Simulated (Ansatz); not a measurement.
Cd(HO)₂:
```
CELL_PARAMETERS angstrom
      3.50478     0.00000     0.00000
     -1.75239     3.03523     0.00000
      0.00000     0.00000    35.00000
ATOMIC_POSITIONS crystal
  Cd 0.00000 0.00000 0.50000
  H  0.33333 0.66667 0.44113
  O  0.33333 0.66667 0.46853
  H  0.66667 0.33333 0.55887
  O  0.66667 0.33333 0.53147
```
Free-standing layer in the xy plane with vacuum along z and no interaction between images.

In-plane strain on the r²SCAN+D4-relaxed layer, atoms relaxed; DFT-r²SCAN+D4 in the program Ansatz with PAW potentials. Band edges on the k-mesh, from the upper vacuum level. Strained cells keep their symmetry and size, so buckling under compression is not allowed; words on stability below refer to the unstrained layer.

```json
[
 {"strain x / y (%)": "-4 / -4", "ΔE (meV/atom)": "15.8", "tension xx (N/m)": "-3.17", "tension yy (N/m)": "-3.17", "thickness (Å)": "4.26", "VBM (eV)": "-4.44", "CBM (eV)": "-1.58"},
 {"strain x / y (%)": "-2 / -2", "ΔE (meV/atom)": "3.9", "tension xx (N/m)": "-1.51", "tension yy (N/m)": "-1.51", "thickness (Å)": "4.19", "VBM (eV)": "-4.55", "CBM (eV)": "-1.64"},
 {"strain x / y (%)": "-1 / 0", "ΔE (meV/atom)": "?", "tension xx (N/m)": "?", "tension yy (N/m)": "?", "thickness (Å)": "?", "VBM (eV)": "?", "CBM (eV)": "?"},
 {"strain x / y (%)": "0 / 0", "ΔE (meV/atom)": "0.0", "tension xx (N/m)": "0.00", "tension yy (N/m)": "0.00", "thickness (Å)": "4.12", "VBM (eV)": "-4.66", "CBM (eV)": "-1.73"},
 {"strain x / y (%)": "1 / 0", "ΔE (meV/atom)": "?", "tension xx (N/m)": "?", "tension yy (N/m)": "?", "thickness (Å)": "?", "VBM (eV)": "?", "CBM (eV)": "?"},
 {"strain x / y (%)": "2 / 2", "ΔE (meV/atom)": "3.7", "tension xx (N/m)": "1.35", "tension yy (N/m)": "1.35", "thickness (Å)": "4.05", "VBM (eV)": "-4.76", "CBM (eV)": "-1.82"},
 {"strain x / y (%)": "4 / 4", "ΔE (meV/atom)": "14.5", "tension xx (N/m)": "2.56", "tension yy (N/m)": "2.56", "thickness (Å)": "3.99", "VBM (eV)": "-4.83", "CBM (eV)": "-1.93"}
]
```

What belongs in the gaps?


- 1 / 0, ΔE (meV/atom): 0.3
- 1 / 0, tension xx (N/m): 0.48
- 1 / 0, tension yy (N/m): 0.23
- 1 / 0, thickness (Å): 4.10
- 1 / 0, VBM (eV): -4.68
- 1 / 0, CBM (eV): -1.75
- -1 / 0, ΔE (meV/atom): 0.3
- -1 / 0, tension xx (N/m): -0.49
- -1 / 0, tension yy (N/m): -0.24
- -1 / 0, thickness (Å): 4.14
- -1 / 0, VBM (eV): -4.62
- -1 / 0, CBM (eV): -1.70

Space group P-3m1. The layer was cut from a bulk entry of the Materials Project (measured or hypothetical); whether that bulk phase is the ambient one, and whether the layer has been isolated, was not checked. The cell was relaxed with r²SCAN+D4 under the symmetry of its start; whether a distortion lowers the energy is not shown. Spin–orbit coupling is left out wherever it is not named.

Potentials: the later of the program's two PAW sets.
